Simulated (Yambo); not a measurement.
```
CELL_PARAMETERS angstrom
      0.00000     4.17194     4.17194
      4.17194     0.00000     4.17194
      4.17194     4.17194     0.00000
ATOMIC_POSITIONS crystal
  N  0.12500 0.12500 0.12500
  N  0.62500 0.12500 0.12500
  N  0.12500 0.12500 0.62500
  N  0.12500 0.62500 0.12500
  V  0.25000 0.25000 0.25000
  V  0.00000 0.00000 0.00000
  Cs 0.75000 0.75000 0.75000
  Cs 0.50000 0.50000 0.50000
```

CsVN₂ (space group Fd-3m, No. 227): mean Im ε in 1 eV windows above the direct gap of 1.35 eV, for different electron-hole kernels (Yambo, broadening 0.15 eV, PBEsol (pw.x of Quantum ESPRESSO, ONCV potentials, no spin-orbit coupling) bands; 4×4×4 mesh, 12 valence and 11 conduction bands, static screening with 84 bands and a 3 Ry block, scissor 0.78 eV, Tamm-Dancoff; field along x).

```csv
window (eV),independent quasiparticles,BSE
1.4 to 2.4,24,24
2.4 to 3.4,12,9.7
3.4 to 4.4,3.9,3.4
4.4 to 5.4,2.6,2.8
```

This run doesn't resolve bound excitons or single peaks, so only averages are given, and they too depend on the mesh; weight that the attraction moves below the gap isn't listed. All transitions below 6.17 eV are in the band window. The scissor comes from a G0W0 run whose convergence isn't established.

The 3d shell has no Hubbard U; the runs are without spin polarisation, and magnetic order was not tried.

Geometry of the Materials Project entry, not relaxed at this level.

The structure is a Materials Project entry; no match was found in the copy of COD used, and its stability was not checked.
